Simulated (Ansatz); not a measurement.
Computed with Ansatz 0.2.0, DFT PBE, scalar-relativistic, plane waves, PAW. Settings: cutoff 420 eV, Γ-centred meshes spaced at most about 0.3 Å⁻¹ (2π included), Gaussian smearing. No spin polarisation in the final relaxations.

These are static total energies at zero pressure. All come from trial cells, and lower structures may exist.

Question: Which of these relaxed structures of Sn₂PbS₃ is the lowest in energy?
A.

```xyz
6
Lattice="-2.0886 2.0886 8.8602 2.0886 -2.0886 8.8602 2.0886 2.0886 -8.8602" Properties=species:S:1:pos:R:3 pbc="T T T"
Sn    0.0000    0.0000   11.8347
Sn    0.0000    0.0000    5.8858
Pb    0.0000    0.0000    0.0000
S     0.0000    0.0000   14.7062
S     0.0000    0.0000    8.8602
S     0.0000    0.0000    3.0143
```

B.

```xyz
12
Lattice="5.9706 0.0000 0.0000 0.0100 6.0975 0.0000 2.7514 0.0703 8.9364" Properties=species:S:1:pos:R:3 pbc="T T T"
Sn    5.6803    0.1517    6.0576
Sn    2.6973    2.9999    6.0408
Sn    2.8184    0.1599    3.0983
Sn    5.8062    2.9323    3.0834
Pb    5.9303    0.0643    0.0638
Pb    2.9494    2.9857    0.0504
S     6.0824    0.3115    2.9358
S     3.0971    2.7773    2.9145
S     5.7242    0.1611    8.8138
S     2.7389    3.0218    8.7888
S     2.9272    0.3485    5.8964
S     5.9107    2.8000    5.8750
```

Answer: B. It has Sn and Pb ordered on rock salt sites, space group P1 (No. 1); the next, A, with Sn and Pb ordered on rock salt sites, space group I4/mmm (No. 139), lies 10 meV/atom higher. Counting S atoms around Pb and Sn (those within 1.25 times the shortest such distance or 1.15 times the sum of covalent radii; a plus sign parts nearer from farther groups), the lowest has Sn 3+2, Pb 6 and the next has Sn 6, Pb 6.

Spin–orbit coupling, which can matter for Pb, is left out. Cells relaxed within their symmetry can be saddle points. The P1 cell of Sn2PbS3 came from shaking the I4/mmm one. Some candidate types were left out of the draw beforehand, so a known form may be missing.
